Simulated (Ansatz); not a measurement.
## Property card for Li₂ZrO₂

Method: Ansatz, DFT PBE, scalar-relativistic, plane waves, PAW.

Plane waves to 420 eV, a k mesh through Γ of 14×14×14 on the computed 5-atom cell and Gaussian smearing (0.10 eV); no spin polarisation.

The structure is relaxed at this level of theory with its symmetry kept, and needn't be the ground state of this composition.

```
Li Zr O
1.0
    -1.82123    1.82123    3.56437
     1.82123   -1.82123    3.56437
     1.82123    1.82123   -3.56437
Li Zr O
2 1 2
Direct
  0.33285 0.33285 0.00000
  0.66715 0.66715 0.00000
  0.00000 0.00000 0.00000
  0.25000 0.75000 0.50000
  0.75000 0.25000 0.50000
```

* Space group: I4/mmm (No. 139)
* Volume per atom: 9.46 Å³
* Formation energy from the elements' standard states (uncorrected): -1.474 eV/atom
* Kohn–Sham band gap: none (metal)
* Density of states at the Fermi level: 0.6 states/eV per cell
* Orbital (Löwdin) character within 0.5 eV of the Fermi level: Zr 4d 83 %, O 2p 8 %
* Bader charge by site (e): Li (2 in the cell) 0.81, Zr (1 in the cell) 1.35, O (2 in the cell) -1.48

Another cell of Li2ZrO2 relaxed alike, in P-3m1, lies 0.55 eV/atom lower, so this cell isn't the stable form at this level.

The cell was found from a structure generator's guess, not taken from experiment. Löwdin shares on free-atom orbitals overweight diffuse shells.
